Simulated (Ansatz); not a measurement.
CdNi$_{3}$N:
```xyz
5
Lattice="3.7972 0.0000 0.0000 0.0000 3.7972 0.0000 0.0000 0.0000 3.7972" Properties=species:S:1:pos:R:3 pbc="T T T"
Cd     0.0000     0.0000     0.0000
Ni     0.0000     1.8986     1.8986
Ni     1.8986     0.0000     1.8986
Ni     1.8986     1.8986     0.0000
N      1.8986     1.8986     1.8986
```

Relaxed with PBEsol.

### Question
Map the electron localisation function on the plane through (0.000, 0.000, 0.000) spanned by u = [1, 0, 0] and v = [0, 1, 1] in lattice vectors, from plane-wave PAW PBEsol (Ansatz code).

### Answer
x is the fraction of u, y of v (the angle between them is 90°; rows are the nearest grid lines); atoms in the plane: Cd at (0.00, 0.00), Ni at (0.00, 0.50), N at (0.50, 0.50).
```
y \ x   0.000  0.105  0.158  0.263  0.368  0.474  0.526  0.632  0.737  0.842  0.895   1.00
------  -----  -----  -----  -----  -----  -----  -----  -----  -----  -----  -----  -----
1.00    0.920  0.680  0.507  0.227  0.202  0.235  0.235  0.202  0.227  0.507  0.680  0.920
0.926   0.681  0.530  0.419  0.194  0.219  0.238  0.238  0.219  0.194  0.419  0.530  0.681
0.852   0.365  0.296  0.229  0.191  0.236  0.232  0.232  0.236  0.191  0.229  0.296  0.365
0.778   0.181  0.189  0.201  0.211  0.199  0.192  0.192  0.199  0.211  0.201  0.189  0.181
0.704   0.182  0.184  0.187  0.187  0.246  0.310  0.310  0.246  0.187  0.187  0.184  0.182
0.630   0.248  0.215  0.162  0.239  0.629  0.761  0.761  0.629  0.239  0.162  0.215  0.248
0.556   0.532  0.370  0.228  0.327  0.780  0.439  0.439  0.780  0.327  0.228  0.370  0.532
0.444   0.532  0.370  0.228  0.327  0.780  0.439  0.439  0.780  0.327  0.228  0.370  0.532
0.370   0.248  0.215  0.162  0.239  0.629  0.761  0.761  0.629  0.239  0.162  0.215  0.248
0.296   0.182  0.184  0.187  0.187  0.246  0.310  0.310  0.246  0.187  0.187  0.184  0.182
0.222   0.181  0.189  0.201  0.211  0.199  0.192  0.192  0.199  0.211  0.201  0.189  0.181
0.148   0.365  0.296  0.229  0.191  0.236  0.232  0.232  0.236  0.191  0.229  0.296  0.365
0.0741  0.681  0.530  0.419  0.194  0.219  0.238  0.238  0.219  0.194  0.419  0.530  0.681
0.000   0.920  0.680  0.507  0.227  0.202  0.235  0.235  0.202  0.227  0.507  0.680  0.920
```

The density is the valence pseudo-density with augmentation charge, so density and ELF within about 1 Å of a nucleus are not all-electron values.

Space group Pm-3m (anti-perovskite). The workflow started from an entry of the Crystallography Open Database (COD). Whether it is the stable phase at ambient conditions was not checked. Symmetry was held in the PBEsol relaxation; whether a distortion lowers the energy is not shown. The workflow began spin-polarised and lost its moments.

Potentials: the later of the program's two PAW sets.
